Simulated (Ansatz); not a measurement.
Pb, DFT, LDA, all-electron PAW with datasets made for the crystal, scalar-relativistic (Ansatz 0.2.0), run on 1 thread of Intel(R) Xeon(R) Platinum 8488C (Sapphire Rapids) on a shared host.

Structure from Materials Project entry mp-1247117 (possibly hypothetical), not relaxed further. The listed cell was then made from it by scaling, straining or moving an atom.

Command: `ansatz run input.yaml --threads 1 --pin off --max-ram 3072MiB --backend cpu --events-out ev --progress --plain --runs-dir out`

```yaml
crystal:
  lattice:
    - [-0.1031700017, 3.3874150547, 3.3874150547]
    - [3.3874150547, -0.1031700017, 3.3874150547]
    - [3.3874150547, 3.3874150547, -0.1031700017]
  atoms:
    - { symbol: Pb, position: [0.0, 0.0, 0.0] }
    - { symbol: Pb, position: [0.25, 0.25, 0.25] }
kpoints:
  mp_grid: { grid: [8, 8, 8] }
scf:
  occupations: { method: fermi_dirac, width: 0.05 }
hamiltonian:
  xc: lda
  pseudopotentials: { kind: all_electron, datasets: crystal }
output:
  forces: true
  stress: true
  eigenvalues: true
  efg: { contact_densities: true }
```

(1) How large is the problem that the program sets up?

(2) About how long does it take, and how much memory does it use?

(3) And the same cell and mesh by PAW (frozen-core files), asked for forces, stress, eigenvalues, efg, on the same hardware?

Results:

(1) 65 irreducible k-points, 687 plane waves at Γ, 19 bands.

(2) 7.3 s of wall time for 9 SCF iterations, with a peak of 0.47 GiB. Times on shared machines scatter by tens of per cent.

(3) 4.7 s, peak memory 0.47 GiB.
